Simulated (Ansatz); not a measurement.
# Ansatz 0.2.0, relaxation: HfAl$_{2}$H$_{2}$

Launch command:

```bash
ansatz run input.yaml --threads 2 --pin off --max-ram 2560MiB --backend cpu --events-out ev --progress --plain --runs-dir out
```

The input file (Ansatz 0.2.0, plane waves):

```yaml
crystal:
  lattice:
    - [2.139193, 3.705186, 0.0]
    - [-2.139193, 3.705186, 0.0]
    - [0.0, 0.0, 4.463786]
  atoms:
    - { symbol: H, position: [0.3333, 0.3334, 0.0976] }
    - { symbol: H, position: [0.6667, 0.6666, 0.9024] }
    - { symbol: Al, position: [0.3333, 0.3334, 0.4589] }
    - { symbol: Al, position: [0.6667, 0.6666, 0.5411] }
    - { symbol: Hf, position: [0.0, 0.0, 0.0] }
  symmetry: { tolerance: 0.0003 }
kpoints:
  mp_grid: { grid: [5, 5, 4], shift: [0, 0, 0] }
magnetization:
  noncollinear: true
  spin_orbit: true
scf:
  occupations: { method: fermi_dirac, width: 0.0386 }
  lower_state_search: "off"
hamiltonian:
  pseudopotentials: { kind: paw_fr }
  xc: pbe
basis:
  ecutwfc: 420
  fft_grid_basis: typed
relax:
  max_steps: 40
  cell: { p_target: 0.0 }
  f_tol: 0.03
output:
  forces: true
  stress: true
  eigenvalues: true
  bader: true
  populations: true
  elf: true
  write_potential: true
  volumetric_format: npy
  dos:
    e_range: [-12, 8]
    de: 0.05
    projected: { site_lists: { Al: [Al], H: [H], Hf: [Hf] } }
    method: { smearing: { sigma: 0.1, scheme: gaussian } }
checkpoint:
  read: saved_state
```

Origin of the cell: a known structure type with other elements, at an estimated volume, so it need not be a known compound.

The saved state is a converged single point of the same cell.

Steps («new basis» is an SCF on plane waves selected anew at the same cell):

| step | ΔF (meV/atom) | max force component (eV/Å) | P (GPa) | volume (Å³) | SCF iterations | step was |
| --- | --- | --- | --- | --- | --- | --- |
| 1 | 0.0 | 1.768 | -5.04 | 70.76 | 6 | accepted |
| 2 | -109.5 | 1.067 | -2.15 | 65.01 | 8 | accepted |
| 3 | -161.3 | 0.629 | 1.41 | 60.82 | 7 | accepted |
| 4 | -193.1 | 0.019 | 0.36 | 60.03 | 7 | accepted |
| 5 | -193.6 | 0.015 | 0.57 | 59.83 | 6 | accepted |
| 6 | -193.7 | 0.016 | -0.32 | 60.36 | 5 | accepted |
| 7 | -193.7 | 0.001 | 0.02 | 60.16 | 6 | accepted |
| 8 | -193.1 | 0.001 | -0.03 | 60.16 | 6 | new basis |
| 9 | -193.1 | 0.001 | 0.00 | 60.14 | 4 | accepted |
| 10 | -193.1 | 0.000 | 0.00 | 60.14 | 4 | new basis |

Before:

Space group P-3m1 (No. 164); the run's cell has a = 4.278 Å, b = 4.278 Å, c = 4.464 Å, α = 90.00°, β = 90.00°, γ = 60.00°. Shortest distances: Al–H 1.61 Å, Al–Al 2.50 Å, H–Hf 2.51 Å, H–H 2.62 Å, Al–Hf 3.21 Å.

The relaxed structure.

Space group P6/mmm (No. 191); the run's cell has a = 4.250 Å, b = 4.250 Å, c = 3.844 Å, α = 90.00°, β = 90.00°, γ = 60.00°. Shortest distances: Al–H 1.92 Å, Al–Al 2.45 Å, H–Hf 2.45 Å, H–H 2.45 Å, Al–Hf 3.12 Å.

```xyz
5
Lattice="2.1250 3.6807 0.0000 -2.1250 3.6807 0.0000 0.0000 0.0000 3.8444" Properties=species:S:1:pos:R:3 pbc="T T T"
H     0.0000    2.4538   -0.0004
H     0.0000    4.9075    3.8449
Al    0.0000    2.4538    1.9221
Al    0.0000    4.9075    1.9224
Hf    0.0000    0.0000    0.0000
```

```yaml
Free_energy_lowered_by: 193.1 meV/atom
Volume_change: -15.01 %
Final_pressure: 0.00 GPa
Relaxation_steps_listed: 10
Gap_on_the_mesh: none (metal)
```

Caveats: no moments, though an odd count or open d shells may carry them; the k mesh is coarse if the cell is a metal; the relaxation held the start's symmetry, so the end may be a saddle point.

It ran for 2.2 min on 2 threads of Arm Neoverse V1, on a shared host, peak memory 0.58 GiB, from a saved density.
